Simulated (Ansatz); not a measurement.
**E(q) of GdIr3 (Pm-3m)**

```yaml
crystal:
  lattice:
    - [4.05643, 0.00000, 0.00000]
    - [0.00000, 4.05643, 0.00000]
    - [0.00000, 0.00000, 4.05643]
  atoms:
    - { symbol: Gd, position: [0.00000, 0.00000, 0.00000] }
    - { symbol: Ir, position: [0.00000, 0.50000, 0.50000] }
    - { symbol: Ir, position: [0.50000, 0.50000, 0.00000] }
    - { symbol: Ir, position: [0.50000, 0.00000, 0.50000] }
```

The geometry is a structure from the Materials Project, held fixed and not relaxed.

Settings: PBEsol, 8×8×8 k mesh, Fermi–Dirac smearing of 0.05 eV. PAW means Ansatz 0.2.0 on its default frozen-core files. Site moments are integrated in spheres about the atoms. Start moments (μB): Gd1 -6.9.

Flat spirals without spin–orbit coupling: moments start in the xy plane and turn about z by q·R from cell to cell, and their directions inside a cell are free. q runs from Γ to X = (0.000, 0.500, 0.000) in reciprocal cell vectors. Energies count from each method's run at q = 0. Each q is a vector of the k mesh, and the mesh is shifted by q/2 where needed, so that both spin components are sampled on the same points as at q = 0. In Ansatz a GGA is taken by the program's default for non-collinear spins.

```tsv
fraction of Γ–X	q (1/Å)	ΔF PAW (meV/cell)	largest moment, PAW (μB)
0.000	0.000	0.0	6.87
0.250	0.194	?	6.87
0.500	0.387	+1.7	6.88
0.750	0.581	?	6.87
1.000	0.774	+2.0	6.87
```

Problem. What belongs in the row "0.750", column "ΔF PAW (meV/cell)"?

Solution. +2.6.

Problem. Fill in "ΔF PAW (meV/cell)" for the row "0.250".

Solution. +0.2.

q = 0 is the lowest point, but the next lies within 4.0 meV per cell, which this mesh may not resolve.

The PAW files were made with PBE; the program remakes their cores once for the run's functional and then keeps them frozen. Without U a semilocal functional puts the f levels too near the Fermi level, which can change moments and the order of magnetic states; site and cell moments are spin moments. Spin–orbit coupling is left out although heavy atoms are present. With open f shells a run can end in a state that isn't the lowest. The magnetic state is the one that this cell and start allow. It needn't be the compound's measured order, which may need a larger cell or be absent.
